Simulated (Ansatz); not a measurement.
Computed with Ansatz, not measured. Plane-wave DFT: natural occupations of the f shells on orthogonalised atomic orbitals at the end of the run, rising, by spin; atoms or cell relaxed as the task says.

```
cell
1.0
     4.2269   -4.2269    0.0000
    -4.2269   -4.2269    0.0000
     0.0000    0.0000  -10.0078
Au Eu Pd Si Li
4 4 4 8 1
Direct
  0.2500 0.2500 0.2500
  0.7500 0.2500 0.7500
  0.7500 0.7495 0.2514
  0.2500 0.7500 0.7500
  0.9959 0.4992 0.5046
  0.5000 0.5000 0.0000
  0.5000 0.0000 0.5000
  0.0000 0.0000 0.0000
  0.7500 0.2500 0.2500
  0.2500 0.2500 0.7500
  0.2482 0.7612 0.2501
  0.7500 0.7500 0.7500
  0.0000 0.5000 0.8832
  0.5000 0.5000 0.3832
  0.5000 0.0000 0.8832
  0.0000 0.0000 0.3832
  0.0000 0.0000 0.6168
  0.5000 0.0000 0.1168
  0.5000 0.5000 0.6168
  0.0140 0.5009 0.1151
  0.9795 0.5587 0.3146
```

Starting moments (μB): Eu number 1 7.28, Eu number 2 7.28, Eu number 3 7.28, Eu number 4 7.28; others 0.

- cell charge: 0 e
- spin: collinear
- scf start: atoms
- lower state search: off
- functional: PBEsol
- wave cutoff: 420 eV
- k mesh: 4, 4, 2
- k shift: 0.5, 0.5, 0.5 mesh steps
- gaussian smearing: 0.05 eV
- task: relax atoms

Results:

| shell atom | shell element | shell spin | shell occupation 1 (e) | shell occupation 2 (e) | shell occupation 3 (e) | shell occupation 4 (e) | shell occupation 5 (e) | shell occupation 6 (e) | shell occupation 7 (e) |
| --- | --- | --- | --- | --- | --- | --- | --- | --- | --- |
| 5 | Eu | up | 0.93 | 0.94 | 0.94 | 0.97 | 0.98 | 0.98 | 0.98 |
| 5 | Eu | down | 0.01 | 0.01 | 0.01 | 0.01 | 0.01 | 0.01 | 0.01 |
| 6 | Eu | up | 0.9 | 0.93 | 0.93 | 0.96 | 0.97 | 0.99 | 0.99 |
| 6 | Eu | down | 0 | 0 | 0.01 | 0.01 | 0.01 | 0.01 | 0.01 |
| 7 | Eu | up | 0.91 | 0.93 | 0.93 | 0.96 | 0.97 | 0.99 | 0.99 |
| 7 | Eu | down | 0 | 0 | 0.01 | 0.01 | 0.01 | 0.01 | 0.01 |
| 8 | Eu | up | 0.9 | 0.93 | 0.93 | 0.96 | 0.97 | 0.99 | 0.99 |
| 8 | Eu | down | 0 | 0 | 0.01 | 0.01 | 0.01 | 0.01 | 0.01 |

Caveats: 4f shell without a U, which puts 4f levels too near the Fermi level; occupations loosely converged; open f or d shells may hold a state above the lowest; the supercell is small.
